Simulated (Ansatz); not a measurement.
## Stability of a relaxed cell of TaGa3

Atoms and cell were relaxed at zero pressure (-1.6 % in volume from the start). The relaxed cell:

```xyz
4
Lattice="-1.8952 1.8952 4.3359 1.8952 -1.8952 4.3359 1.8952 1.8952 -4.3359" Properties=species:S:1:pos:R:3 pbc="T T T"
Ga    0.0000    0.0000    4.3359
Ta    0.0000    0.0000    0.0000
Ga    0.0000    1.8952    2.1679
Ga    1.8952    0.0000    2.1679
```

Space group I4/mmm (No. 139); conventional cell a = 3.790 Å, b = 3.790 Å, c = 8.672 Å, α = 90.00°, β = 90.00°, γ = 90.00°.

All energies were calculated with Ansatz 0.2.0 (r2SCAN; 500 eV; 8×8×8 Γ-centred mesh; fermi-dirac occupations of width 0.100 eV). Spin: none; no U, no spin-orbit coupling.

Problem. What is its formation energy?

Solution. -0.203 eV an atom at 0 K against the elements' lowest computed crystals and the free molecules of gases, with no empirical correction.

Problem. Is it stable against splitting into other phases?

Solution. Among the phases that we computed and relaxed alike, the lowest mixture with other formulas is 58 % Ga + 42 % Ta3Ga2 (shares of atoms). The cell lies 51 meV an atom below it, so this formula doesn't split. No lower structure of the same formula is in the table beyond the error of 20 meV, so it is stable at this level.

The start was: a database entry at a slightly scaled volume.

Caveats: differences under 20 meV an atom lie within the error of meshes and cutoff; the relaxation keeps the start's symmetry, so a distorted cell may lie lower.
